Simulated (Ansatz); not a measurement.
## Rb2Tl6Sn in Ansatz, settings compared

input.yaml:

```yaml
crystal:
  lattice:
    - [0.0, 5.225442, 5.225442]
    - [5.225442, 0.0, 5.225442]
    - [5.225442, 5.225442, 0.0]
  atoms:
    - { symbol: Tl, position: [0.74535, 0.25465, 0.25465] }
    - { symbol: Tl, position: [0.25465, 0.74535, 0.25465] }
    - { symbol: Tl, position: [0.25465, 0.74535, 0.74535] }
    - { symbol: Tl, position: [0.74535, 0.25465, 0.74535] }
    - { symbol: Tl, position: [0.25465, 0.25465, 0.74535] }
    - { symbol: Tl, position: [0.74535, 0.74535, 0.25465] }
    - { symbol: Sn, position: [0.5, 0.5, 0.5] }
    - { symbol: Rb, position: [0.25, 0.25, 0.25] }
    - { symbol: Rb, position: [0.75, 0.75, 0.75] }
  symmetry: { tolerance: 0.0003 }
kpoints:
  mp_grid: { grid: [3, 3, 3], shift: [0, 0, 0] }
magnetization:
  spin_polarized: false
scf:
  occupations: { method: tetrahedron }
hamiltonian:
  pseudopotentials: { kind: paw }
  xc: pbe
basis:
  ecutwfc: 420
output:
  forces: true
  stress: true
  eigenvalues: true
```

Run with:

```bash
ansatz run input.yaml --threads 1 --pin off --max-ram 2560MiB --backend cpu --events-out ev --progress --plain --runs-dir out
```

Origin of the cell: a known structure type with other elements, at an estimated volume, so it need not be a known compound.

Output of this run (shortened):

```
Warning: output.forces, output.stress, relax.cell or npt_langevin: where a Kohn–Sham band that disperses or a degenerate level is filled in part under the method tetrahedron, the forces or th […]
band count auto-derived: 68 (N_el = 110.0; filled up to band 55; 66 by the electrons, moments and atoms)
Pseudopotentials: kind: paw
Pseudopotential: Tl, paw, valence charge 13, recommended cutoff 420 eV (normal), Tl.paw.azcp
Pseudopotential: Sn, paw, valence charge 14, recommended cutoff 420 eV (normal), Sn.paw.azcp
Pseudopotential: Rb, paw, valence charge 9, recommended cutoff 420 eV (normal), Rb.paw.azcp
Functional definition: PBE
  exchange = pbe_x(kappa = kappa, mu = beta*pi^2/3)
  correlation = pbe_c(beta = beta)
Crystal: 9 atoms, lattice volume = 285.364 Å³
Basis set: ecut = 420 eV, 5601 PW (Γ), exchange–correlation on 100×100×100 points (8 copies of the dense FFT grid, shifted against one another)
Bands: 68, of which v1, the nominal top of the filled ones, is band 55 counted from 1 (54 counted from 0)
[… 9 lines left out …]
Initial density: superposition of atomic densities (neutral atoms: chi_scale 0, normalization atom), corrected by the library's trained network
Functional: x = pbe(κ = 0.804, μ = 0.219515), c = pbe(β = 0.066725)
SCF iter   1: F=—  HF=-81219.121972 eV  Δρ=1.92e-3  dr2=1.86e-2  defer=6
SCF iter   2: F=—  HF=-81219.120338 eV  Δρ=1.24e-3  dr2=1.01e-2  defer=21
SCF iter   3: F=—  HF=-81219.118522 eV  Δρ=3.15e-4  dr2=1.24e-3  defer=21
SCF iter   4: F=—  HF=-81219.118235 eV  Δρ=2.02e-4  dr2=4.35e-4  defer=21
SCF iter   5: F=—  HF=-81219.118077 eV  Δρ=8.39e-5  dr2=3.25e-5  defer=21
SCF iter   6: F=—  HF=-81219.117938 eV  Δρ=3.10e-5  dr2=4.56e-6  defer=21
SCF iter   7: F=—  HF=-81219.117938 eV  Δρ=1.04e-5  dr2=5.01e-7  defer=21
SCF iter   8: F=-81219.117938 eV  HF=-81219.117938 eV  Δρ=3.23e-6  dr2=5.98e-8
SCF 1 converged in 8 iterations: F = -81219.117938 eV  dr2 = 5.98e-8
SCF converged after 8 iterations
Stability not checked: this state was not tested for a lower state beside it, because cold or Methfessel-Paxton smearing, or corrected tetrahedra, fill the levels in a way that the test cannot read (fill_not_monotonic; […]
Free energy (F): -81219.117938 eV
Harris-Foulkes:  -81219.117938 eV  (|F-HF|=9.90e-10)
Internal energy: -81219.097762 eV  (E = F + TS)
E sigma→0 (E₀):  -81219.117938 eV
Entropy (-TS):   -0.020176 eV (-2.242 meV/atom)
Fermi energy:    8.665440 eV
--- Per-component energies (eV) ---
  E_band       = -301.552952
  E_kinetic    = 2592.695282
  E_local      = -8861.567802  (includes V_loc(G=0)·N_el)
  E_nonlocal   = 2218.475776
  E_hartree    = 3524.119151
  E_xc         = -2036.377462
  E_vxc        = -1233.997888  (∫ρ·V_xc dr)
  E_paw        = -70357.292876  (= ΣΔE_a)
  E_vpaw       = -2065.410030  (= ΣTr[D̂ρ^β])
  E_aug_tail   = 0.000199  (compensation charges beyond the density's cutoff)
  E_ewald      = -8299.150029
  E_smearing   = -0.020176  (= −TS)
  Σ components = -81219.117938   (vs F -81219.117938, Δ=0.00e0)
--- Forces (eV/Å), atoms counted from 1 ---
  atom   1  Tl    -3.854939    -0.000000     0.000000
  atom   2  Tl     0.000000    -3.854939    -0.000000
[… 2 lines left out …]
  atom   5  Tl    -0.000000     0.000000    -3.854939
  atom   6  Tl    -0.000000     0.000000     3.854939
  atom   7  Sn     0.000000     0.000000     0.000000
  atom   8  Rb    -0.000000    -0.000000     0.000000
  atom   9  Rb    -0.000000     0.000000     0.000000
  max |Σ_I F_I| component: 8.86e-16 eV/Å
--- Stress (GPa, compression-positive) ---
       11.842550      -0.000000       0.000000
       -0.000000      11.842550       0.000000
        0.000000      -0.000000      11.842550
  P = ⅓ Tr σ = 11.8425 GPa (118.425 kbar)
```

The same input was run again with these changes:

1. `hamiltonian.xc` pbe → pbesol
2. `scf.occupations.method` tetrahedron → cold; `scf.occupations.width` default → 0.005
3. `basis.ecutrho_ratio` default → 9
4. `basis.ecutwfc` 420 → "500 eV"

```tsv
run	end	SCF iterations	P (GPa)	max force component (eV/Å)	moment (μB)	ΔE(σ→0) (meV/atom)
base	converged	8	11.84	3.855	–	0
1	converged	8	9.27	3.604	–	–
2	converged	6	11.74	3.854	–	1.45
3	converged	8	11.84	3.855	–	0.00
4	converged	8	11.84	3.853	–	-1.25
```

Energies are compared only where functional, datasets, charge and starting cell are the same.

Caveats of the base run: forces and stress under tetrahedra may miss the slope of the energy; no spin-orbit coupling, though heavy elements are present; the k mesh is coarse if the cell is a metal.

The base run took 4.7 s on 1 thread of Arm Neoverse V2, on a shared host, peak memory 0.52 GiB, from the program's own first density.
